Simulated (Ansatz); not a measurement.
A geometry of TiC away from equilibrium: the start of the relaxation of a generated trial cell of TiC in the AFLOW prototype AB_tI16_140_ab_h (B37, as in TlSe). Level of theory: r2SCAN (plane waves to 500 eV, PAW, scalar-relativistic; Ansatz, a program for electronic structure). Γ-centred k-mesh 9×9×9 on the run's cell, Fermi–Dirac smearing 0.05 eV.

```xyz
8
Lattice="-2.8826 2.8826 2.5165 2.8826 -2.8826 2.5165 2.8826 2.8826 -2.5165" Properties=species:S:1:pos:R:3:forces:R:3 pbc="T T T" free_energy=-11023.614 pressure_GPa=4.7
C      0.0000     0.0000     3.7747    0.0000    0.0000    0.0000
C      0.0000     0.0000     1.2582    0.0000    0.0000    0.0000
C      2.8826     0.0000     1.2582    0.0000    0.0000    0.0000
C      0.0000     2.8826     1.2582    0.0000    0.0000    0.0000
Ti     3.9146     1.0320     0.0000    0.7771    0.7771    0.0000
Ti     1.0320     1.8507     0.0000    0.7771   -0.7771    0.0000
Ti     1.8507     1.0320     2.5165   -0.7771    0.7771    0.0000
Ti    -1.0320     1.8507     2.5165   -0.7771   -0.7771    0.0000
```

Positions in Å, forces in eV/Å, free energy of the cell in eV (comparable only within this code, potentials and settings). Largest force: 1.10 eV/Å, on Ti5, Ti6, Ti7, Ti8 (atoms numbered as listed); the geometry lies 0.04 eV/atom above the end of its relaxation.

No spin polarisation in the result.

The run could not lose the symmetry of its start: the end is stationary, and may be a saddle point rather than a minimum.

The end of the path is a generated cell of TiC: the first start was made by placing the elements on the sites of a structure type, and the end was not matched to a known phase here, so it may be hypothetical. Known forms of TiC include space group No. 225.
